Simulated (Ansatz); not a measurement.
**Computed properties of LiPb**

LiPb:
Space group Pm-3m (No. 221); a = 3.4643 Å, b = 3.4643 Å, c = 3.4643 Å, α = 90.00°, β = 90.00°, γ = 90.00°

| atom | site | symmetry | x | y | z |
|---|---|---|---|---|---|
| Pb | 1a | m-3m | 0.0000 | 0.0000 | 0.0000 |
| Li | 1b | m-3m | 0.5000 | 0.5000 | 0.5000 |

Space group Pm-3m (No. 221), CsCl type; conventional cell a = b = c = 3.464 Å, α = β = γ = 90.00°.

Method: LDA (plane waves, PAW; program Ansatz). Structure relaxed to zero pressure with the same functional. Other levels are named where they apply.

Cell and energy:

- Volume per atom = 20.79 Å³
- Density = 8.55 g/cm³
- Formation energy from the elements (no fitted shifts) = -0.32 eV/atom

Electronic structure:

Electronic character: metallic (no gap)
Density of states at the Fermi level: 0.33 states/eV per atom (mean over ±0.08 eV)

Mechanics:

Bulk modulus (Birch–Murnaghan fit): 40.2 GPa
Pressure derivative B′: 4.3
Elastic constants (relaxed ions, GPa): C11 = 58.7, C12 = 30.1, C44 = 17.4
Mechanical stability: stable (all eigenvalues of C positive)
Hill bulk and shear moduli: 39.6 and 16.1 GPa
Young's modulus: 42.5 GPa
Poisson's ratio: 0.32
Debye temperature from the elastic constants: 166 K

Phonons:

- Highest zone-centre frequency: 258 cm⁻¹
- Zone-centre stability: no imaginary mode at Γ

The workflow started from an entry of the Crystallography Open Database (COD), which files this formula under 2 space groups. Its standing as an ambient phase is unchecked. The cell was relaxed with LDA under the symmetry of its start. As this level gives no gap, shear constants depend on the k-mesh and smearing (Fermi–Dirac, 0.1 eV here). As this level gives no gap, phonon frequencies hold no LO–TO term and depend on the k-mesh and smearing (Fermi–Dirac, 0.1 eV here). The references are the lowest solids computed at this level, not always the standard phases. Spin–orbit coupling is left out wherever it is not named.

Potentials: the later of the program's two PAW sets.
